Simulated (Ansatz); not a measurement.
Sr$_{3}$SbN:
```cif
data_NSbSr3
_chemical_formula_sum 'Sr3 Sb1 N1'
_space_group_name_H-M_alt 'Pm-3m'
_space_group_IT_number 221
_space_group_name_Hall '-P 4 2 3'
_cell_length_a 5.18568
_cell_length_b 5.18568
_cell_length_c 5.18568
_cell_angle_alpha 90.000
_cell_angle_beta 90.000
_cell_angle_gamma 90.000
loop_
_atom_site_label
_atom_site_type_symbol
_atom_site_symmetry_multiplicity
_atom_site_Wyckoff_symbol
_atom_site_fract_x
_atom_site_fract_y
_atom_site_fract_z
_atom_site_occupancy
Sr1 Sr 3 c 0.00000 0.50000 0.50000 1
Sb1 Sb 1 a 0.00000 0.00000 0.00000 1
N1 N 1 b 0.50000 0.50000 0.50000 1
```

Relaxed with r²SCAN. Independent-particle spectrum: no excitons, no local fields, no scissors shift; 0.1 eV broadening; ε₁ of the summed bands alone.

Task: Tabulate the dielectric function from r²SCAN in the plane-wave PAW code Ansatz.

Result: 

| E (eV) | ε₁ xx | ε₂ xx |
|---|---|---|
| 0.0 | 8.34 | 0.00 |
| 0.5 | 8.76 | 0.06 |
| 1.0 | 8.90 | 0.59 |
| 1.5 | 10.41 | 0.63 |
| 2.0 | 10.78 | 4.95 |
| 2.5 | 9.06 | 5.95 |
| 3.0 | 8.24 | 7.58 |
| 3.5 | 6.40 | 8.05 |
| 4.0 | 7.95 | 10.54 |
| 4.5 | 0.33 | 9.96 |
| 5.0 | -4.31 | 6.11 |
| 5.5 | -0.58 | 5.56 |
| 6.0 | -1.03 | 3.14 |
| 6.5 | -0.36 | 2.70 |
| 7.0 | 0.42 | 2.89 |
| 7.5 | -0.80 | 2.91 |
| 8.0 | -0.46 | 2.70 |
| 8.5 | -0.88 | 1.98 |
| 9.0 | -0.73 | 1.35 |
| 9.5 | -0.13 | 1.18 |
| 10.0 | -0.18 | 0.90 |
| 10.5 | 0.38 | 1.02 |
| 11.0 | 0.19 | 1.63 |
| 11.5 | 0.12 | 1.01 |
| 12.0 | 0.01 | 1.07 |

Task: From ε at 1.5 eV (xx: 10.41 + 0.63i), find n, k, the normal reflectivity and the absorption coefficient.

Result: n = 3.23, k = 0.098, R = 28 %, α = 2kE/ħc = 15000 cm⁻¹.

With all bands, ε∞ without local fields is 8.41.

The workflow started from a Materials Project entry (that database holds measured and hypothetical structures alike); the Crystallography Open Database copy checked does not list it. Whether it is the stable phase at ambient conditions was not checked. The r²SCAN relaxation kept the symmetry of its start; whether a distortion lowers the energy is not shown. Scalar-relativistic: spin–orbit coupling is off unless named, which matters more the heavier the elements.

Potentials: the later of the program's two PAW sets.
